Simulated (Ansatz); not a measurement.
Rigid (111) slab of W, space group Im-3m (No. 229):

```xyz
9
Lattice="4.4609 0.0000 0.0000 -2.2305 3.8633 0.0000 0.0000 0.0000 24.2847" Properties=species:S:1:pos:R:3 pbc="T T T"
W     2.2305    1.2878    8.5000
W     0.0000    2.5755    9.4106
W     0.0000    0.0000   10.3212
W     2.2305    1.2878   11.2318
W     0.0000    2.5755   12.1531
W     0.0000    0.0000   13.0457
W     2.2305    1.2878   14.0873
W     0.0000    2.5755   14.8030
W     0.0000    0.0000   15.5230
```

Computed with Ansatz, DFT PBEsol, scalar-relativistic, plane waves, PAW. Cutoff 420 eV; k points 9×9×1 on the computed 10-atom cell (Γ-centred); Gaussian smearing, width 0.10 eV; no spin polarisation. A dipole correction removes the field between periodic images along c.

An adatom of K is held over the places (i/4, j/4) of the 1×1 surface cell, counted from the highest atom (W), and only its height relaxes; one adatom per 17.2 Å². This grid misses the threefold hollows of the hexagonal cell, which often bind best.

Q: What is the energy landscape, counted from the lowest point of this grid?

A: Energies in eV:

```csv
i,j=0,j=1,j=2,j=3
0,0.49,0.34,0.07,0.34
1,0.34,0.34,0.14,0.14
2,0.07,0.00,0.07,0.14
3,0.34,0.00,0.00,0.34
```

Heights over the highest slab atom in Å:

```
i j=0   j=1   j=2   j=3
0  3.35  3.07  2.68  3.07
1  3.07  3.07  2.81  2.81
2  2.68  2.53  2.68  2.81
3  3.07  2.53  2.53  3.07
```

Spin–orbit coupling is left out, which can shift energies with elements as heavy as these.